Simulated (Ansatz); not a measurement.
Cu Kα1 powder pattern (kinematic, no thermal factors).
2θ (°) (relative intensity): 16.16 (4), 20.24 (100), 26.00 (2), 32.64 (7), 35.44 (26), 38.71 (56), 41.15 (31), 44.48 (1), 48.95 (29), 53.49 (11), 55.41 (15), 63.63 (5), 65.81 (24), 66.57 (1), 68.40 (2), 72.16 (7), 73.37 (9), 74.99 (5), 78.63 (6), 79.46 (5), 83.04 (8), 84.20 (3), 87.75 (12), 89.32 (4)

The pattern is computed from a structure relaxed with Ansatz 0.2.0, DFT PBE, scalar-relativistic, plane waves, PAW. No spin polarisation. Its elements are Au, S.

Problem. Give the structure.

Solution. Au₂S₃.
Space group P6/mmm (No. 191). a = 5.062 Å, b = 5.062 Å, c = 5.482 Å, α = 90.00°, β = 90.00°, γ = 120.00°
```json
{"atom": "S", "site": "3g", "symmetry": "mmm", "x": "0.5000", "y": "0.0000", "z": "0.5000"}
{"atom": "Au", "site": "2e", "symmetry": "6mm", "x": "0.0000", "y": "0.0000", "z": "0.7575"}
```

A pattern alone doesn't exclude other cells with like lines; this is the one computed.

The cell was found from a structure generator's guess, not taken from experiment.
